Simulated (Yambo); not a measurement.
Yambo run on KLuS2 (space group R-3m, No. 166). The wavefunctions come from this Quantum ESPRESSO step (PBEsol, PseudoDojo standard norm-conserving files, scalar-relativistic):

```
&CONTROL
  calculation = 'nscf'
  pseudo_dir = './pseudo'
  outdir = './out'
/
&SYSTEM
  ibrav = 0
  nat = 4
  ntyp = 3
  ecutwfc = 100.0
  ecutrho = 400.0
  occupations = 'fixed'
  force_symmorphic = .true.
  nbnd = 112
/
&ELECTRONS
  conv_thr = 4e-09
  diago_full_acc = .true.
  diago_thr_init = 1e-08
/
ATOMIC_SPECIES
S 32.0600 S.upf
K 39.0983 K.upf
Lu 174.9668 Lu.upf
CELL_PARAMETERS angstrom
  1.953797348965   1.128025425367   7.234291656000
 -1.953797348965   1.128025425367   7.234291656000
  0.000000000000  -2.256050850734   7.234291656000
ATOMIC_POSITIONS crystal
S   0.766604901400   0.766604901400   0.766604901400
S   0.233395098600   0.233395098600   0.233395098600
K   0.000000000000   0.000000000000   0.000000000000
Lu   0.500000000000   0.500000000000   0.500000000000
K_POINTS automatic
4 4 4 0 0 0
```

Yambo input:

```
rim_cut
gw0
dyson
el_el_corr
HF_and_locXC
ppa
em1d
RandQpts= 1000000
RandGvec= 1 Ry
EXXRLvcs= 100 Ry
VXCRLvcs= 400 Ry
Chimod= "HARTREE"
% BndsRnXp
 2 | 111 |
%
NGsBlkXp= 6 Ry
% LongDrXp
 1.0 | 1.0 | 1.0 |
%
PPAPntXp= 27.2114 eV
% GbndRnge
 1 | 111 |
%
GTermKind= "BG"
DysSolver= "n"
ExtendOut
% QPkrange
 1 | 1 | 23 | 24 |
 3 | 3 | 23 | 24 |
 7 | 7 | 23 | 24 |
 13 | 13 | 23 | 24 |
%
```

k points by index: 1 = Γ, 3 = L, 7 = F, 13 = Z.

The o-*.qp file then holds:

```
#    K-point    Band    Eo [eV]    E [eV]    E-Eo [eV]    Vxc [eV]    Vnlxc [eV]    Sc|Eo [eV]    Sc|E [eV]    dSc/dw|Eo [eV]    Re(Z)    Im(Z)
#
    1    23    0.000000    -0.782734    -0.782734    -14.08369    -16.92060    1.858227    2.054175    -6.811271    0.799800    -0.001285
    1    24    3.485490    3.992718    0.507229    -9.398326    -5.158097    -3.631229    -3.733001    -5.459127    0.832903    -0.634960E-3
    3    23    -0.969283    -1.851713    -0.882430    -13.70488    -16.97322    2.161100    2.385906    -6.931431    0.796985    -0.001405
    3    24    2.584360    3.068119    0.483758    -11.78145    -7.861366    -3.327205    -3.436321    -6.136447    0.815985    -0.001258
    7    23    -0.871113    -1.766445    -0.895332    -13.80332    -17.07220    2.145719    2.373549    -6.923480    0.797170    -0.001382
    7    24    2.100110    2.568412    0.468302    -10.77271    -6.984201    -3.219627    -3.320208    -5.843174    0.823225    -0.001218
    13    23    -0.118679    -0.895244    -0.776565    -13.94824    -16.79017    1.871201    2.065362    -6.802769    0.800000    -0.001292
    13    24    3.695544    4.227674    0.532130    -13.11195    -8.805505    -3.648577    -3.774319    -6.428568    0.808899    -0.001331
```
(The two width columns are left out.) Convergence of these settings isn't established.

Geometry relaxed with PBEsol.
